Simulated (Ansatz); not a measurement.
Cell and atoms are relaxed with the symmetry kept. Start:

```
C
1.0
     2.46496    0.00000    0.00000
    -1.23248    2.13472    0.00000
     0.00000    0.00000    6.74054
C
4
Cartesian
  0.0000 0.0000 0.0169
  0.0000 0.0000 3.3871
  0.0000 1.4231 0.0169
  1.2325 0.7116 3.3871
```

Method: DFT LDA, scalar-relativistic, plane waves, PAW in Ansatz 0.2.0.

Plane waves to 420 eV, a k mesh through Γ of 21×21×6 on the computed 4-atom cell and Gaussian smearing (0.10 eV); no spin polarisation.

Q: What does it relax to?

A: The volume decreases by 0.26 Å³/atom to 8.61 Å³/atom, and the energy falls by 4.7 meV/atom. Final structure:
```
C
1.0
     2.44491    0.00000    0.00000
    -1.22246    2.11736    0.00000
     0.00000    0.00000    6.65162
C
4
Direct
  0.00000 0.00000 0.00250
  0.00000 0.00000 0.50250
  0.33333 0.66667 0.00250
  0.66667 0.33333 0.50250
```

The cell holds layers, and where no dispersion correction was added their binding is poorly described.

Cost: 1 run of about 0.59 core-minutes, on Arm Neoverse V2 (shared hosts).